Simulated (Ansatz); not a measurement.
An Ansatz (a first-principles code) run. Input:

Ansatz 0.2 input:
```yaml
crystal:
  lattice:
    - [-5.2097592982, 0.0, 0.0]
    - [-2.5936869063, 2.1334138083, 8.5933830408]
    - [-2.5931551164, 4.9334284071, 0.0]
  atoms:
    - { symbol: Co, position: [0.1837352105, 0.6029722917, 0.0358749646], spin: 2.53 }
    - { symbol: Li, position: [0.6684707044, 0.1142181868, 0.5440733916], spin: 0.0 }
    - { symbol: Li, position: [0.9152440186, 0.3610000167, 0.8080057378], spin: 0.0 }
    - { symbol: Nb, position: [0.7509762485, 0.7605504872, 0.7470946119], spin: 0.01 }
    - { symbol: Nb, position: [0.2462435606, 0.2424655015, 0.25911793], spin: 0.01 }
    - { symbol: Nb, position: [0.5082410446, 0.5036725091, 0.4973789228], spin: 0.01 }
    - { symbol: Nb, position: [0.9962413677, 0.9976378594, 0.9992201545], spin: 0.01 }
    - { symbol: O, position: [0.1534297881, 0.682540296, 0.6371095286], spin: 0.03 }
    - { symbol: O, position: [0.6574161462, 0.19027987, 0.116254373], spin: 0.03 }
    - { symbol: O, position: [0.6399281201, 0.5728705375, 0.7479579862], spin: 0.03 }
    - { symbol: O, position: [0.136599222, 0.0820430071, 0.2227086483], spin: 0.03 }
    - { symbol: O, position: [0.7788765904, 0.9469917418, 0.8533246934], spin: 0.03 }
    - { symbol: O, position: [0.2784673405, 0.4511793249, 0.3610008819], spin: 0.03 }
    - { symbol: O, position: [0.7513399215, 0.8883984074, 0.4133369932], spin: 0.03 }
    - { symbol: O, position: [0.2191322116, 0.3920767701, 0.930355294], spin: 0.03 }
    - { symbol: O, position: [0.740576732, 0.6317781262, 0.1695315946], spin: 0.03 }
    - { symbol: O, position: [0.2160606471, 0.1397068187, 0.6707832403], spin: 0.03 }
    - { symbol: O, position: [0.2835198927, 0.8152844149, 0.9736471289], spin: 0.03 }
    - { symbol: O, position: [0.7849271329, 0.3211918329, 0.4975141245], spin: 0.03 }
kpoints:
  mp_grid: { grid: [5, 3, 5] }
basis: { xc_grid: 2 }
hamiltonian:
  xc: pbe
  pseudopotentials: { kind: paw }
magnetization: { spin_polarized: true }
scf:
  occupations: { method: gaussian, width: 0.02 }
output:
  optics: { e_range: [0.0, 15.0], de: 0.05, sigma: 0.1, bands: { spectra_wanted_up_to: 12 eV } }
```

Output (shortened):

```
output.optics: the spectra are integrated over the Brillouin zone by k·p interpolation around the k-points, where levels, occupations, output.optics.sigma and …
Pseudopotential: Co, paw, valence charge 17
Pseudopotential: Li, paw, valence charge 3
Pseudopotential: Nb, paw, valence charge 13
Pseudopotential: O, paw, valence charge 6
Functional definition: PBE
Crystal: 19 atoms, lattice volume = 220.867 Å³
Basis set: ecut = 420 eV, 4313 PW (Γ), exchange–correlation on 72×128×80 points (8 copies of the dense FFT grid, shifted against one another)
Bands: 94, of which v1, the nominal top of the filled ones, is band 74 counted from 1 (73 counted from 0)
Symmetry: 1 space group operations
Space group: P1 (ITA 1), of the structure as read, at distance tolerance 6.0e-5 Å
k-points: 38 of 75 (time reversal used)
Starting moments: Σ|m| = 2.93 μB on 17 of 19 sites
SCF iter   1: F=—  HF=-30543.365411 eV  |F-HF|=—  |Δ(HF+E_count)|=         —  Δρ=1.24e-1 (↑4.02e-2 ↓1.24e-1)  dr2=5.10e1  dr2_m=4.41e0  M=1.000 μB ∫|m|=1.265 μB  β_m=0.30  ethr=3.10e-3  ⟨swp⟩=6.0  Hψ=25316  notcnv=0  defer=213
Mixer restart at iter 1: flushing history
preconditioner: auto → Kerker (q_TF=auto, 2.549 Å⁻¹)
spin=Collinear: Kerker preconditioning applied to the charge; magnetization (m = ρ↑ − ρ↓) channel mixes plain (no charge-response kernel on spin).
SCF iter   2: F=—  HF=-30551.489277 eV  |F-HF|=—  |Δ(HF+E_count)|=         —  Δρ=2.60e-2 (↑2.45e-2 ↓2.60e-2)  dr2=7.70e0  dr2_m=1.02e-1  M=2.597 μB ∫|m|=2.622 μB  β_m=0.30  ethr=3.10e-3  ⟨swp⟩=3.0  Hψ=14838  notcnv=0  defer=1017
Mixer restart at iter 2: flushing history
SCF iter   3: F=—  HF=-30558.857251 eV  |F-HF|=—  |Δ(HF+E_count)|=    7.37e0  Δρ=2.35e-2 (↑2.35e-2 ↓2.29e-2)  dr2=4.84e0  dr2_m=3.45e-1  M=3.000 μB ∫|m|=3.031 μB  β_m=0.65  ethr=3.10e-3  ⟨swp⟩=1.6  Hψ=8418  notcnv=0  defer=991
SCF iter   4: F=—  HF=-30568.587569 eV  |F-HF|=—  |Δ(HF+E_count)|=    9.73e0  Δρ=1.64e-2 (↑1.18e-2 ↓1.64e-2)  dr2=1.96e0  dr2_m=1.19e-1  M=3.000 μB ∫|m|=3.068 μB  β_m=0.82  ethr=3.10e-3  ⟨swp⟩=2.1  Hψ=11246  notcnv=0  defer=1041
SCF iter   5: F=—  HF=-30569.663307 eV  |F-HF|=—  |Δ(HF+E_count)|=    1.08e0  Δρ=1.71e-2 (↑7.31e-3 ↓1.71e-2)  dr2=9.11e-1  dr2_m=6.70e-2  M=3.000 μB ∫|m|=3.079 μB  β_m=0.86  ethr=1.33e-3  ⟨swp⟩=2.6  Hψ=12041  notcnv=0  defer=1041
SCF iter   6: F=—  HF=-30569.731288 eV  |F-HF|=—  |Δ(HF+E_count)|=   6.80e-2  Δρ=1.33e-2 (↑1.33e-2 ↓3.80e-3)  dr2=4.09e-1  dr2_m=6.23e-2  M=3.000 μB ∫|m|=3.053 μB  β_m=0.68  ethr=6.20e-4  ⟨swp⟩=2.6  Hψ=14487  notcnv=0  defer=1103
SCF iter   7: F=—  HF=-30569.612752 eV  |F-HF|=—  |Δ(HF+E_count)|=   1.19e-1  Δρ=3.26e-3 (↑3.26e-3 ↓3.25e-3)  dr2=8.96e-2  dr2_m=1.50e-2  M=3.000 μB ∫|m|=3.058 μB  β_m=0.84  ethr=2.78e-4  ⟨swp⟩=2.5  Hψ=14463  notcnv=0  defer=1097
SCF iter   8: F=—  HF=-30569.613080 eV  |F-HF|=—  |Δ(HF+E_count)|=   3.27e-4  Δρ=1.48e-3 (↑7.29e-4 ↓1.48e-3)  dr2=3.78e-2  dr2_m=9.11e-4  M=3.000 μB ∫|m|=3.061 μB  β_m=0.92  ethr=6.09e-5  ⟨swp⟩=2.0  Hψ=7757  notcnv=0  defer=1097
SCF iter  29: F=-30569.615873 eV  HF=-30569.615873 eV  |F-HF|=3.64e-12  |Δ(HF+E_count)|=  7.28e-12  Δρ=3.60e-8 (↑1.77e-8 ↓3.60e-8)  dr2=4.59e-12  dr2_m=3.69e-13  M=3.000 μB ∫|m|=3.060 μB  ethr=1.00e-12  ⟨swp⟩=9.2  Hψ=26592  notcnv=0
SCF 1 converged in 29 iterations: F = -30569.615873 eV  dr2 = 4.59e-12
NSCF: frozen V_eff on 38 k-points
Optics k sum: 0 of 38 k-points
Optics k sum: 2 of 38 k-points
Optics k sum: 4 of 38 k-points
Optics k sum: 6 of 38 k-points
Optics k sum: 8 of 38 k-points
Optics k sum: 10 of 38 k-points
Optics k sum: 12 of 38 k-points
Optics k sum: 14 of 38 k-points
Optics k sum: 16 of 38 k-points
Optics k sum: 18 of 38 k-points
Optics k sum: 19 of 38 k-points
Optics k sum: 21 of 38 k-points
Optics k sum: 23 of 38 k-points
Optics k sum: 25 of 38 k-points
Optics k sum: 27 of 38 k-points
Optics k sum: 29 of 38 k-points
Optics k sum: 31 of 38 k-points
Optics k sum: 33 of 38 k-points
Optics k sum: 35 of 38 k-points
Optics k sum: 37 of 38 k-points
Optics k sum: 38 of 38 k-points
output.optics treated this state as an insulator …
output.optics: what the bands over the 138 summed would add to eps1, eps2 and the energy-loss function is held between a lower and an upper bound (9 Lanczos …
SCF converged after 29 iterations
Magnetization: 3.0000 μB (75.0000 up, 72.0000 down)
Absolute magnetization: 3.0604 μB (∫|ρ↑−ρ↓|, with the PAW one-centre terms)
Spin contamination: 0.0142 ħ² per cell (⟨S²⟩ above its minimum at these occupations)
Per-site moments (μB) at R_I (Å): [(2.4157467161143233, 0.839650682587493), (4.367490197294859e-5, 0.8508342581183383), (0.0004556388404371142, 0.867411168317247), (0.0027923605329565836, 0.7580817072027543), (0.0011854322011156033, 0.7542018423220547), …
Free energy (F): -30569.615873 eV
Harris-Foulkes:  -30569.615873 eV  (|F-HF|=3.64e-12)
Internal energy: -30569.615873 eV  (E = F + TS)
E sigma→0 (E₀):  -30569.615873 eV
Fermi energy:    9.447609 eV
--- Per-component energies (eV) ---
  E_band       = -1332.491627
  E_kinetic    = 4159.296636
  E_local      = -13237.238322  (includes V_loc(G=0)·N_el)
  E_nonlocal   = 1432.677642
  E_hartree    = 4944.341593
  E_xc         = -1764.228318
  E_vxc        = -2208.479411  (∫ρ·V_xc dr)
  E_paw        = -15743.748115  (= ΣΔE_a)
  E_vpaw       = -1367.460793  (= ΣTr[D̂ρ^β])
  E_aug_tail   = 0.029592  (compensation charges beyond the density's cutoff)
  E_ewald      = -10360.746580
  E_smearing   =  0.000000  (= −TS)
  E_closure    = 0.000000  (closes the sum)
  Σ components = -30569.615873   (vs F -30569.615873, Δ=0.00e0)
  [band-id]    e_kinetic+e_local+e_nonlocal+2·e_hartree+e_vxc+e_vpaw+e_augmentation_tail = -1332.491471   (vs E_band -1332.491627, Δ=1.56e-4)
--- Band table (eV; the first three rows and the last of 76) ---
  k-point 0 ↑: bands = ["-87.3345", "-51.0232", "-50.4620", "-50.3541", "-47.1045", "-47.0101", "-46.9827", "-46.9003", "-35.5560", "-35.4973", "-23.3470", "-23.3348", "-23.2900", "-23.2567", "-23.2355", "-23.2180", "-23.2005", "-23.1591", "-23.1549", …
  k-point 1 ↑: bands = ["-87.3345", "-51.0232", "-50.4621", "-50.3541", "-47.1044", "-47.0100", "-46.9828", "-46.9003", "-35.5560", "-35.4973", "-23.3486", "-23.3337", "-23.3022", "-23.2511", "-23.2388", "-23.2220", "-23.1922", "-23.1622", "-23.1507", …
  k-point 2 ↑: bands = ["-87.3345", "-51.0232", "-50.4621", "-50.3541", "-47.1043", "-47.0100", "-46.9828", "-46.9004", "-35.5560", "-35.4973", "-23.3522", "-23.3323", "-23.3138", "-23.2534", "-23.2404", "-23.2238", "-23.1817", "-23.1641", "-23.1478", …
  k-point 37 ↓: bands = ["-84.2473", "-47.7712", "-47.5252", "-47.4905", "-47.0910", "-47.0057", "-46.9612", "-46.8986", "-35.5555", "-35.4973", "-23.3414", "-23.3225", "-23.3042", "-23.2420", "-23.2156", "-23.1999", "-23.1816", "-23.1594", "-23.1240", …
```

Cost: around 30 core-minutes (rough) on shared cores.

The start of the workflow was typed in or built on a structure type; neither database checked (COD, Materials Project) lists it. Whether it is the stable phase at ambient conditions was not checked. The cell was relaxed with PBE under the symmetry of its start; whether a distortion lowers the energy is not shown. Magnetic state: ferromagnetic, the only order run, not a proven ground state. No Hubbard U is applied. Spin–orbit coupling is left out wherever it is not named.

Potentials: the later of the program's two PAW sets.

Ansatz is a plane-wave DFT program.
